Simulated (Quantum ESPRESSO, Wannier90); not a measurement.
# Wannier functions of GeTe (R3m)

```xyz
2
Lattice="-2.0945 3.6278 0.0000 -4.1890 0.0000 0.0000 -2.0945 1.2093 3.6790" Properties=species:S:1:pos:R:3 pbc="T T T"
Ge     0.0000     0.0000     0.0858
Te     2.0945    -1.2093     1.5219
```

Cell from Materials Project (mp-938), symmetrised, no further relaxation. COD (Crystallography Open Database) has the formula in 3 space groups, this one among them (matched by group alone). Level: PBEsol, spinors with spin-orbit coupling; pw.x of Quantum ESPRESSO at 64 Ry with PseudoDojo potentials, 6×6×6 k-points, Wannier90. Density: 10×10×10 mesh, cold smearing 0.01 Ry. The cell is built of weakly bound layers, chains or molecules, whose nearest atoms lie 3.30 Å apart. Database cells relaxed without dispersion often hold them too far apart, which can enlarge gaps and weakens couplings between them; spacing and stacking were not compared with the measured crystal.

A tight-binding model is made by disentanglement and projection with no localisation steps (num_iter = 0), so the 16 orbitals stay atom-like: hydrogen-like Ge: s;p; Te: s;p, axes along x, y, z; frozen window up to 1.94 eV relative to the valence-band maximum. It follows pw.x to 8.7 meV rms for states up to 1.4 eV relative to the valence-band maximum. Matrix elements depend on this choice of orbitals and windows.

Task: What are the on-site energies relative to the valence-band maximum, and how fast do the hoppings decay?

Result: 
| atom | orbitals | energy (eV) |
|---|---|---|
| Ge1 | s↑ s↓ | -6.98 |
| Ge1 | pz↑ pz↓ px↑ px↓ py↑ py↓ | 0.76 |
| Te2 | s↑ s↓ | -10.10 |
| Te2 | pz↑ pz↓ px↑ px↓ py↑ py↓ | -0.98 |

```csv
distance of the centres (Å),largest modulus (eV)
2–3,1.6
3–4,0.98
4–5,0.20
5–6,0.032
6–7,0.24
7–8,0.012
8–9,0.050
9–10,0.070
```

Effective spin-orbit constants λ of λ L·S, from the same-site elements px↑–py↑ (λ/2) and dx2-y2↑–dxy↑ (λ), where they are among the larger elements: Te2 p 0.58 eV.
